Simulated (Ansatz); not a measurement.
Starting structure of a cell relaxation (symmetry kept):

```
Y Ni B C
1.0
    -1.77439    1.77439    5.18626
     1.77439   -1.77439    5.18626
     1.77439    1.77439   -5.18626
Y Ni B C
1 2 2 1
Direct
  0.50000 0.50000 0.00000
  0.75000 0.25000 0.50000
  0.25000 0.75000 0.50000
  0.14390 0.14390 0.00000
  0.85610 0.85610 0.00000
  0.00000 0.00000 0.00000
```

The calculation used DFT r2SCAN, scalar-relativistic, plane waves, PAW (Ansatz 0.2.0).

Settings: cutoff 500 eV, Γ-centred mesh 14×14×14 on the computed 6-atom cell, Gaussian smearing of 0.10 eV; no spin polarisation.

Question: What does it relax to?

Answer: The volume decreases by 0.15 Å³/atom to 10.74 Å³/atom, and the energy falls by 1.8 meV/atom. Final structure:
```
Y Ni B C
1.0
    -1.75887    1.75887    5.20723
     1.75887   -1.75887    5.20723
     1.75887    1.75887   -5.20723
Y Ni B C
1 2 2 1
Direct
  0.50000 0.50000 0.00000
  0.75000 0.25000 0.50000
  0.25000 0.75000 0.50000
  0.14331 0.14331 0.00000
  0.85669 0.85669 0.00000
  0.00000 0.00000 0.00000
```

Course of the relaxation (steps run on the plane waves of an earlier cell, and the basis is chosen afresh near the end, so energy and pressure can step there; trial steps that raised the energy were taken back; energies are free energies):

```json
{"step": "1", "E − E_final (meV/atom)": "1.8", "largest force component (eV/Å)": "0.049", "P (GPa)": "-2.57", "V (Å³/atom)": "10.89"}
{"step": "2", "E − E_final (meV/atom)": "0.1", "largest force component (eV/Å)": "0.038", "P (GPa)": "-0.54", "V (Å³/atom)": "10.77"}
{"step": "3", "E − E_final (meV/atom)": "-0.1", "largest force component (eV/Å)": "0.011", "P (GPa)": "0.12", "V (Å³/atom)": "10.73"}
{"step": "4", "E − E_final (meV/atom)": "-0.1", "largest force component (eV/Å)": "0.001", "P (GPa)": "0.04", "V (Å³/atom)": "10.74"}
{"step": "5", "E − E_final (meV/atom)": "-0.1", "largest force component (eV/Å)": "0.000", "P (GPa)": "0.00", "V (Å³/atom)": "10.74"}
{"step": "6", "E − E_final (meV/atom)": "0.0", "largest force component (eV/Å)": "0.000", "P (GPa)": "-0.01", "V (Å³/atom)": "10.74"}
```

Spin polarisation was left out, and a magnetic state may lie lower.

Cost: 1 run of about 9.7 core-minutes, on Arm Neoverse V1 (shared hosts).